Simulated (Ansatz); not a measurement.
zincblende-structured YbN

Level of theory: DFT, PBE+U (U_eff = 6 eV on Yb 4f), scalar-relativistic, collinear spin; plane waves to 420 eV with PAW datasets (Ansatz 0.2.0), 8×8×8 k-mesh, Gaussian smearing of 0.05 eV; PAW files: Ansatz's generated set soft_2.

```
Yb N
1.0
     0.00000    2.58118    2.58118
     2.58118    0.00000    2.58118
     2.58118    2.58118    0.00000
Yb N
1 1
Direct
  0.00000 0.00000 0.00000
  0.25000 0.25000 0.25000
```

The start was a prototype's sites filled with these elements. The Crystallography Open Database lists the compound in space group Fm-3m (rock salt), so this is a trial structure.

Magnetic state: ferromagnetic, site spin moments Yb 0.98 μB.

The cell above was scaled in volume, with the cubic shape held. Energies are counted from the cell above.

The cell is relaxed to zero pressure at this level.

The electronic state has lower symmetry than the lattice and leaves a non-hydrostatic stress of up to 0.3 GPa in this cell.

```
V (Å³/atom)  ΔE (meV/atom)  P (GPa)  gap on the mesh (eV)  largest moment (μB)
      16.25           21.4      7.6                  1.36                 0.98
      16.51           11.0      5.3                  1.32                 0.98
      16.85            2.6      2.5                  1.27                 0.98
      17.20            0.0      0.0                  1.21                 0.98
      17.54            2.6     -2.3                  1.15                 0.98
      17.89            9.8     -4.4                  1.08                 0.98
      18.40           28.7     -7.2                  0.99                 0.98
      18.92           55.8     -9.6                  0.90                 0.98
```

Problem. What do the points give for the equilibrium volume, the bulk modulus and its pressure derivative (third-order Birch–Murnaghan)?

Solution. V0 = 17.19 Å³/atom, B0 = 121 GPa, B0′ = 3.9.

B0·V0 = 121.1 GPa × 17.19 Å³ = 13.00 eV/atom sets the scale: near the minimum ΔE ≈ ½ B0 V0 x², with x = V/V0 − 1, and a pressure of 1.2 GPa squeezes the volume by about 1 %. At the ends of the curve: x = −5.5 % predicts 19.5 meV/atom and the run gives 21.4; x = +10.0 % predicts 65.3 meV/atom and the run gives 55.8. Compression costs more and expansion less than the parabola says, since the crystal stiffens as it shrinks; B0′ measures that.

Open d and f shells can converge to several self-consistent states; this is the one that the run reached. These numbers lack spin–orbit coupling. The order of the orbitals lowers the symmetry, along an axis that is one of several equivalent ones. Site moments are of spin, integrated over atomic spheres.
